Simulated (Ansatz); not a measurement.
## Ga₃SbN₂ (ordering on zincblende): the band gap by level of theory

All numbers come from the PAW code Ansatz. No magnetic order and no zero-point or thermal motion; the cell was built from a prototype and may be hypothetical.

Ga₃SbN₂ as one 6-atom ordering (I-4m2) on the zincblende lattice, relaxed with r2SCAN. It is tetragonal, I-4m2 (No. 119); conventional cell a = 3.155 Å, c = 19.718 Å, 16.36 Å³ an atom. N has 4 Ga at 1.94–1.97 Å; Ga has 4 N at 1.94 Å; Ga has 2 N at 1.97 Å and 2 Sb at 3.06 Å; Sb has 4 Ga at 3.06 Å and 4 Sb at 3.16 Å.

```cif
data_structure
_symmetry_space_group_name_H-M 'I-4m2'
_symmetry_Int_Tables_number 119
_cell_length_a 3.1554
_cell_length_b 3.1554
_cell_length_c 19.7179
_cell_angle_alpha 90.000
_cell_angle_beta 90.000
_cell_angle_gamma 90.000
_cell_volume 196.32
loop_
_atom_site_label
_atom_site_type_symbol
_atom_site_symmetry_multiplicity
_atom_site_Wyckoff_symbol
_atom_site_fract_x
_atom_site_fract_y
_atom_site_fract_z
_atom_site_occupancy
N1 N 4 e 0.00000 0.00000 0.19262 1
Ga1 Ga 2 c 0.00000 0.50000 0.25000 1
Ga2 Ga 4 f 0.50000 0.00000 0.36730 1
Sb1 Sb 2 b 0.50000 0.50000 0.00000 1
```

Relaxed lattice by functional, symmetry kept:

| functional | k mesh | a (Å) | c (Å) | volume (Å³/atom) |
| --- | --- | --- | --- | --- |
| PBE | 10×10×10 | 3.198 | 19.854 | 16.92 |
| r2SCAN | 10×10×10 | 3.155 | 19.718 | 16.36 |

Band edges at fixed r2SCAN geometry:
```
  level    k mesh             gap (eV)  kind  edges  least direct gap (eV)        rough cost
    PBE  12×12×12  none (overlap 2.28)     –      –                      –   70 core-seconds
PBE+SOC  12×12×12  none (overlap 2.23)     –      –                      –    6 core-minutes
 r2SCAN  12×12×12  none (overlap 2.50)     –      –                      –  2.2 core-minutes
```
All runs use a smearing of 0.02 eV.
Wave cutoffs: 420 eV, 500 eV (r2SCAN).
Points off the special ones are mesh points or PBE's searched band edges, reused at the other levels.
Costs come from shared machines and give only the order; PBE's includes the band path. The runs had 4 threads of Intel(R) Xeon(R) Platinum 8259CL CPU @ 2.50GHz (Skylake/Cascade Lake), with other jobs on the host.

r2SCAN gives no gap: the lowest nominally empty band dips 2.50 eV below the top of the last filled one (its bottom at G–M (0.49 of the way from G), the top at Γ–X (0.17 of the way from Γ)), so the cell is a metal or semimetal at this level. With PBE+SOC the bands overlap by 2.23 eV (counted from 1, band 64 peaks at Γ–X (0.17 of the way from Γ) and band 65 bottoms out at G–M (0.49 of the way from G)): no gap.

No level opens a gap, but no hybrid is among them, and semilocal functionals can close a real gap.

Only the levels marked +SOC include spin-orbit coupling.
